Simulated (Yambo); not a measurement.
Yambo run on TlCl (CsCl type, space group Pm-3m, No. 221). The wavefunctions are PBE (stringent potentials; Quantum ESPRESSO, PseudoDojo norm-conserving, 90 Ry, no spin-orbit coupling) ones on a 4×4×4 mesh (14 occupied bands); a = b = c = 3.7686 Å, α = β = γ = 90.00°.

Yambo input:

```
rim_cut
gw0
dyson
el_el_corr
HF_and_locXC
ppa
em1d
RandQpts= 1000000
RandGvec= 1 Ry
EXXRLvcs= 90.4 Ry
VXCRLvcs= 361.6 Ry
Chimod= "HARTREE"
% BndsRnXp
 5 | 247 |
%
NGsBlkXp= 15 Ry
% LongDrXp
 1.0 | 1.0 | 1.0 |
%
PPAPntXp= 27.2114 eV
% GbndRnge
 1 | 129 |
%
GTermKind= "BG"
DysSolver= "n"
ExtendOut
% QPkrange
 3 | 3 | 14 | 15 |
%
```

k points by index: 3 = X.

Resulting energies as the program prints them:

```
#    K-point    Band    Eo [eV]    E [eV]    E-Eo [eV]    Vxc [eV]    Vnlxc [eV]    Sc|Eo [eV]    Sc|E [eV]    dSc/dw|Eo [eV]    Re(Z)    Im(Z)
#
    3    14    0.000000    -1.162530    -1.162530    -14.84710    -17.40517    1.107064    1.395546    -6.752037    0.801195    -0.001213
    3    15    1.947653    2.066208    0.118555    -9.525229    -6.092279    -3.290907    -3.314396    -5.387526    0.834732    -0.001083
```
(The two width columns are left out.) Convergence of these settings isn't established.

Geometry relaxed with PBEsol.
